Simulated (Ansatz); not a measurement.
## Moving the strain (εxx = s) in SrB3Pt

```
Sr B Pt
1.0
     4.54056    0.00000    0.00000
     0.00000    4.54056    0.00000
     0.00000    0.00000    4.54056
Sr B Pt
1 3 1
Cartesian
  0.0000 0.0000 0.0000
  2.2703 0.0000 0.0000
  0.0000 2.2703 0.0000
  0.0000 0.0000 2.2703
  2.2703 2.2703 2.2703
```

The cell comes from a database or a generator and needn't be the stable form of this composition.

Kept alike: task relaxation of the atoms; functional PBE; k mesh 5 × 5 × 5; occupations fermi-dirac, width 0.05 eV; no spin polarisation. Program: Ansatz, Ansatz PAW, cutoff 420 eV. The mesh is that of the run's cell of 5 atoms. No spin-orbit coupling.

| s | free energy over the lowest row (meV/atom) |
| --- | --- |
| -0.04 | 8.86 |
| -0.02 | 2.57 |
| -0.01 | 0.83 |
| 0 | 0.00 |
| 0.01 | 0.09 |
| 0.02 | 1.03 |
| 0.04 | 5.13 |

The cell shown is the unstrained one; x, y and z are its Cartesian axes. For a metal such a mesh leaves the last digits unconverged.

**Question.** What does the strain (εxx = s) change here?

**Answer.** The free energy is lowest at 0, and 8.86 meV an atom higher at -0.04.
